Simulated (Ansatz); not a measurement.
**From the elastic tensor of ScCo at 6 GPa (stress–strain coefficients) to moduli and sound speeds**

All numbers below come from Ansatz 0.2.0, DFT LDA, scalar-relativistic, plane waves, PAW. Cutoff 420 eV, 14×14×14 k-points (Γ-centred), Fermi-Dirac smearing of 0.15 eV. No spin polarisation.

Symmetry: Pm-3m, No. 221, cubic system. Conventional cell: a = 2.995 Å, b = 2.995 Å, c = 2.995 Å, α = 90.00°, β = 90.00°, γ = 90.00°. Around Sc (site symmetry m-3m) lie 8 Co at 2.59 Å. Co (site symmetry m-3m) has 8 Sc at 2.59 Å as nearest neighbours.

In a metal, frequencies and elastic constants depend on the k mesh and the smearing, soft modes and shear constants most. Spin polarisation was left out, and a magnetic state may lie lower. Other phases may be more stable at this pressure.

Relaxed-ion constants (GPa, on the Cartesian axes of the calculation):
C11 = 253.1, C12 = 124.3, C13 = 124.3, C22 = 253.1, C23 = 124.3, C33 = 253.1, C44 = 62.4, C55 = 62.4, C66 = 62.4 GPa; the others vanish.

Density 6.421 g/cm³; 2 atoms in 26.87 Å³.

The values that follow are for a polycrystal of randomly turned grains, by Hill's mean where one number stands.

| Item | Value |
| --- | --- |
| Bulk modulus, Voigt / Reuss / Hill | 167.2 / 167.2 / 167.2 GPa |
| Shear modulus, Voigt / Reuss / Hill | 63.2 / 63.2 / 63.2 GPa |
| Young's modulus | 168 GPa |
| Poisson ratio | 0.332 |
| Pugh ratio B/G | 2.65 |
| Universal anisotropy index | 0.00 |
| Longitudinal and transverse sound speeds | 6259 and 3138 m/s |
| Debye temperature from the mean sound speed | 441 K |

Cost: 1 run of about 1.5 core-minutes, on Arm Neoverse V2 (shared hosts).